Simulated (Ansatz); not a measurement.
An Ansatz input and the part of its output that reports the observables at the nuclei.

The start is a COD entry.

```yaml
crystal:
  lattice:
    - [3.811, 0.0, 0.0]
    - [-1.9055, 3.3004228138, 0.0]
    - [0.0, 0.0, 6.234]
  atoms:
    - { symbol: Zn, position: [0.3333333333, 0.6666666667, 0.0] }
    - { symbol: Zn, position: [0.6666666667, 0.3333333333, 0.5] }
    - { symbol: S, position: [0.3333333333, 0.6666666667, 0.385] }
    - { symbol: S, position: [0.6666666667, 0.3333333333, 0.885] }
kpoints:
  mp_grid: { grid: [8, 8, 5] }
scf:
  occupations: { method: fermi_dirac, width: 0.02 }
hamiltonian:
  xc: pbe
  pseudopotentials: { kind: paw, frozen_core: stored }
output:
  forces: true
  stress: true
  populations: true
  efg: { quadrupole_moments_barn: { Zn: 0.122, S: -0.0694 } }
relax:
  f_tol: 0.02
  max_steps: 60
```

```sh
ansatz run input.yaml --threads 1 --pin off --max-ram 3072MiB --backend cpu --events-out ev --progress --plain --runs-dir out
```

The run relaxes the ions first, and the block belongs to the relaxed positions.

Of the output, the block on the nuclei alone is shown; the set-up, the SCF iterations, energies, forces and stress are cut. One atom of each set with nearly equal values is shown.

```
--- PAW observables at the nuclei: V_zz in 10²¹ V/m², potentials from the cell's mean, atoms counted from 1 ---
  atom   1  Zn V_zz =    +0.025134   η = 0.0000   by run symmetry: allowed   C_q = +0.0741 MHz
            electrostatic potential = -3941.661487 V   contact ρ = none
  atom   3  S  V_zz =    +0.194179   η = 0.0000   by run symmetry: allowed   C_q = -0.3258 MHz
            electrostatic potential = -1633.124443 V   contact ρ = none
```

The relaxation (4 steps) took 7.8 s of wall time (7.7 s of CPU time) and 0.41 GiB at its peak, on 1 thread of AMD EPYC 9R14 (Zen 4) (x86_64; 16 cores open to the job, memory cap 3.0 GiB, no GPU), a shared host with a load of 0.1 a core.
